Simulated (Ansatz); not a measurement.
SnO$_{2}$:
```cif
data_O4Sn2
_chemical_formula_sum 'Sn2 O4'
_space_group_name_H-M_alt 'P 1'
_space_group_IT_number 1
_cell_length_a 3.54943
_cell_length_b 3.54943
_cell_length_c 5.42846
_cell_angle_alpha 90.000
_cell_angle_beta 90.000
_cell_angle_gamma 90.000
loop_
_space_group_symop_operation_xyz
  'x, y, z'
loop_
_atom_site_label
_atom_site_type_symbol
_atom_site_fract_x
_atom_site_fract_y
_atom_site_fract_z
_atom_site_occupancy
Sn1 Sn 0.00000 0.00000 0.00000 1
Sn2 Sn 0.50000 0.50000 0.50000 1
O1 O 0.00000 0.50000 0.17716 1
O2 O 0.00000 0.50000 0.67716 1
O3 O 0.50000 0.00000 0.32284 1
O4 O 0.50000 0.00000 0.82284 1
```

Relaxed with r²SCAN. r²SCAN in the plane-wave PAW code Ansatz gives a gap of 1.70 eV.

Problem. What gap does HSE06 give on the same cell (Ansatz, PAW)?

Solution. 2.61 eV, 0.91 eV more. The hybrid was solved on a coarser mesh and at special points; its gap is the smallest among all of these.

| k | v1 r²SCAN | c1 r²SCAN | v1 HSE06 | c1 HSE06 |
|---|---|---|---|---|
| Γ | -0.13 | 1.70 | -0.19 | 2.61 |
| Z | -0.08 | 4.23 | … | … |
| M | 0.00 | 6.57 | … | … |
| A | -0.40 | 6.94 | -0.41 | 8.20 |
| R | -1.24 | 5.58 | … | … |
| X | -0.48 | 5.31 | … | … |

Problem. Top valence (v1) and lowest conduction level (c1) in eV from each method's valence maximum (which need not be a listed point): supply the withheld HSE06 values.

Solution. 
- R, v1 HSE06: -1.28
- R, c1 HSE06: 6.67
- X, v1 HSE06: -0.51
- X, c1 HSE06: 6.38
- M, v1 HSE06: 0.00
- M, c1 HSE06: 7.78
- Z, v1 HSE06: -0.15
- Z, c1 HSE06: 5.24

Cost on shared cores: the r²SCAN run (SCF on a 8×8×5 mesh, then bands and DOS) roughly 100 core-seconds, the HSE06 run (SCF on 5×5×3, then a few points) about 4 core-minutes (a rough figure); the tasks are unlike.

Space group P4_2/nmc. A made-up cell: these elements were put on the sites of a structure type; neither database checked (COD, Materials Project) lists it. It is not the phase usual at ambient conditions (space group No. 136). The cell was relaxed with r²SCAN under the symmetry of its start. At this level the phase is mechanically unstable. Spin–orbit coupling is left out wherever it is not named.

Potentials: the later of the program's two PAW sets.
